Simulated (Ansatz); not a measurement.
Consider the following.

CdTe:
```xyz
4
Lattice="4.6396 0.0000 0.0000 -2.3198 4.0180 0.0000 0.0000 0.0000 7.5950" Properties=species:S:1:pos:R:3 pbc="T T T"
Cd     2.3198     1.3393     7.5946
Cd     0.0000     2.6787     3.7971
Te     2.3198     1.3393     4.7487
Te     0.0000     2.6787     0.9512
```

This is the HSE06-relaxed structure.

**Question.** All from DFT-HSE06 in the program Ansatz with PAW potentials, unless another level is named. Estimate the gap with spin–orbit coupling.

**Answer.** 1.24 eV (at the special points and the edges found without it).

**Question.** What about the band gap?

**Answer.** 1.54 eV (direct).

**Question.** Next, the valence-band maximum?

**Answer.** at Γ.

Space group P6_3mc (wurtzite). A made-up cell: these elements were put on the sites of a structure type; the Crystallography Open Database copy checked does not list it. It is not the phase usual at ambient conditions (space group No. 216). The cell was relaxed with HSE06 under the symmetry of its start; its stability against distortions is not shown here. The hybrid was solved on a coarse mesh, the path and, where they were found, the r²SCAN edge points; its band edges are the extreme levels among these. Scalar-relativistic: spin–orbit coupling is off unless named, which matters more the heavier the elements.

Potentials: the later of the program's two PAW sets.
